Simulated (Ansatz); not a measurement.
input.yaml (Ansatz)

```yaml
crystal:
  lattice:
    - [4.6415938687, 0.0, 0.0]
    - [-2.3207969344, 4.0197382044, 0.0]
    - [0.0, 0.0, 2.5833353254]
  atoms:
    - { symbol: W, position: [1.0, 1.0, 0.0] }
    - { symbol: W, position: [0.3333333333, 0.6666666667, 0.5] }
    - { symbol: W, position: [0.6666666667, 0.3333333333, 0.5] }
hamiltonian:
  xc: pbesol
  pseudopotentials:
    kind: paw
    azcp:
      W: "pseudopotentials/W.paw.azcp"
basis:
  ecutwfc: 420
  fft_grid_basis: typed
kpoints:
  mp_grid: { grid: [10, 10, 16], shift: [0, 0, 0] }
magnetization:
  spin_polarized: false
scf:
  occupations: { method: fermi_dirac, width: 0.1 }
output:
  write_density: true
  write_potential: true
  elf: true
  volumetric_format: npy
```

and its output:

```
Warning: the record states the generating functional pbe (its physics header spells it `PBE`), which answers neither for hamiltonian.xc's functional nor for the pbesol family's — results may be inconsistent (PPs are generated against a specific XC)
Engine: ansatz 0.2.0, x86_64-unknown-linux-gnu
Pseudopotentials: kind: paw
Pseudopotential: W, paw, valence charge 14, recommended cutoff 420 eV (normal) 
Functional definition: PBEsol
  exchange = pbesol_x
  correlation = pbesol_c
Crystal: 3 atoms, lattice volume = 48.200 Å³
Basis set: ecut = 420 eV, 915 PW (Γ)
Bands: 26, of which v1, the nominal top of the filled ones, is band 21 counted from 1 (20 counted from 0)
Symmetry: 24 space group operations
Space group: P6/mmm (ITA 191), of the structure as read, at distance tolerance 3.6e-5 Å
k-points: 126 of 1600
Non-local potential: W, projectors of the file, l = 0: 3, l = 1: 2, l = 2: 2, l = 3: 1
PAW form: soft (Blöchl's): semilocal exchange-correlation on the pseudo side does not see the compensation charge
PAW frozen core: W, regenerated for the run's functional, and the local potential with it (the file was generated under x = pbe(κ = 0.804, μ = 0.2195149727645171), c = pbe(β = 0.06672455060314922))
PAW one-centre angular grid: W, 590 points (default); XC on 64 Gauss nodes
Initial density: superposition of atomic densities (neutral atoms: chi_scale 0, normalization atom), corrected by the library's trained network
Initial wavefunctions: pseudopotential atomic-orbital guess
Functional: x = pbesol(κ = 0.804, μ = 0.12345679012345678), c = pbesol(β = 0.046)
SCF iter   1: F=—  HF=-30768.099584 eV  |F-HF|=—  |Δ(HF+E_count)|=         —  Δρ=8.37e-3  dr2=2.39e-2  ethr=1.77e-3  ⟨swp⟩=5.0  Hψ=13731  notcnv=0
SCF iter   2: F=—  HF=-30768.097304 eV  |F-HF|=—  |Δ(HF+E_count)|=   2.28e-3  Δρ=5.17e-3  dr2=1.19e-2  ethr=5.69e-5  ⟨swp⟩=1.0  Hψ=4298  notcnv=0
SCF iter   3: F=—  HF=-30768.095372 eV  |F-HF|=—  |Δ(HF+E_count)|=   1.93e-3  Δρ=3.94e-4  dr2=3.96e-5  ethr=2.84e-5  ⟨swp⟩=2.0  Hψ=3824  notcnv=0
SCF iter   4: F=—  HF=-30768.095357 eV  |F-HF|=—  |Δ(HF+E_count)|=   1.58e-5  Δρ=1.08e-4  dr2=5.23e-6  ethr=9.42e-8  ⟨swp⟩=2.4  Hψ=5994  notcnv=0
SCF iter   5: F=—  HF=-30768.095356 eV  |F-HF|=—  |Δ(HF+E_count)|=   3.48e-7  Δρ=3.87e-5  dr2=9.97e-7  ethr=1.24e-8  ⟨swp⟩=2.0  Hψ=3827  notcnv=0
SCF iter   6: F=-30768.095356 eV  HF=-30768.095356 eV  |F-HF|=3.90e-8  |Δ(HF+E_count)|=   1.15e-7  Δρ=9.02e-6  dr2=4.90e-8  ethr=2.38e-10  ⟨swp⟩=2.0  Hψ=7885  notcnv=0
SCF 1 converged in 6 iterations: F = -30768.095356 eV  dr2 = 4.90e-8
SCF converged after 6 iterations
Free energy (F): -30768.095356 eV
Harris-Foulkes:  -30768.095356 eV  (|F-HF|=3.90e-8)
Internal energy: -30767.981802 eV  (E = F + TS)
E sigma→0 (E₀):  -30768.038579 eV
Entropy (-TS):   -0.113554 eV (-37.851 meV/atom)
Fermi energy:    21.887646 eV
--- Per-component energies (eV) ---
  E_band       = -261.688785
  E_kinetic    = 1351.748565
  E_local      = -1859.177955  (includes V_loc(G=0)·N_el)
  E_nonlocal   = 11.716263
  E_hartree    = 665.646244
  E_xc         = -795.132669
  E_vxc        = -715.277424  (∫ρ·V_xc dr)
  E_paw        = -25308.789213  (= ΣΔE_a)
  E_vpaw       = -381.988844  (= ΣTr[D̂ρ^β])
  E_aug_tail   = -0.000183  (compensation charges beyond the density's cutoff)
  E_ewald      = -4834.658231
  E_core_change = 0.665377  (= ΣΔE_core)
  E_smearing   = -0.113554  (= −TS)
  E_closure    = 0.000000  (closes the sum)
  Σ components = -30768.095356   (vs F -30768.095356, Δ=0.00e0)
--- Band table (eV; the first three rows and the last of 126) ---
  k-point 0: bands = ["-51.9729", "-51.8052", "-51.6984", "-16.4362", "-16.4362", "-16.3614", "-16.3614", "-15.5563", "-15.5563", "-15.5301", "-15.3216", "-15.2436", "12.5659", "16.6436", "18.4006", "19.3565", "19.3565", "19.3930", "19.3930", "19.5666", "21.5569", "21.5569", "24.0849", "24.0849", "24.1357", "24.1357"]
  k-point 1: bands = ["-51.9679", "-51.8010", "-51.6939", "-16.4289", "-16.4289", "-16.3508", "-16.3508", "-15.5894", "-15.5548", "-15.5548", "-15.3859", "-15.3026", "12.7096", "16.8572", "18.6648", "19.2649", "19.2649", "19.3327", "19.3327", "19.7591", "21.5620", "21.5620", "23.9148", "23.9148", "24.0973", "24.0973"]
  k-point 2: bands = ["-51.9537", "-51.7890", "-51.6810", "-16.4079", "-16.4079", "-16.3200", "-16.3200", "-15.7557", "-15.5665", "-15.5507", "-15.5507", "-15.4682", "13.1206", "17.4623", "18.9870", "18.9870", "19.1510", "19.1510", "19.4421", "20.3395", "21.5863", "21.5863", "23.4625", "23.4625", "24.0482", "24.0482"]
  k-point 125: bands = ["-51.8399", "-51.6442", "-51.6295", "-17.0223", "-16.8486", "-16.8044", "-16.2324", "-16.0121", "-15.9948", "-15.9504", "-15.8401", "-15.4525", "16.0075", "17.3640", "17.9033", "18.3249", "18.6154", "19.3221", "20.4288", "21.1218", "21.3428", "21.7475", "22.5093", "24.9038", "25.4809", "26.6156"]
```
